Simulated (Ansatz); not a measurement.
Here is the system:

CeO₂:
```
CeO2
1.0
    5.10785     0.00000     0.00000
    0.00000     5.10785     0.00000
    0.00000     0.00000     3.62277
Ce O
2 4
Direct
  0.50000   0.50000   0.50000
  0.00000   0.00000   0.00000
  0.81221   0.18779   0.50000
  0.18779   0.81221   0.50000
  0.31221   0.31221   0.00000
  0.68779   0.68779   0.00000
```

This is the r²SCAN-relaxed structure. x, y and z are the axes in which the lattice vectors are written.

All from r²SCAN in the plane-wave PAW code Ansatz, unless another level is named. Give the elastic constants (relaxed ions, GPa).

C11 = 136, C12 = 130, C13 = 133, C33 = 344, C44 = 56.5, C66 = 122.

Predict the highest zone-centre frequency (without LO–TO term).

648 cm⁻¹.

Space group P4_2/mnm (rutile). The workflow started from a Materials Project entry (that database holds measured and hypothetical structures alike); the Crystallography Open Database copy checked does not list it. It is not the phase usual at ambient conditions (space group No. 225). The r²SCAN relaxation kept the symmetry of its start; its stability against distortions is not shown here. No spin polarisation was allowed. The 4f shell is in the valence. No Hubbard U is applied. Spin–orbit coupling is left out wherever it is not named.

Potentials: the later of the program's two PAW sets.
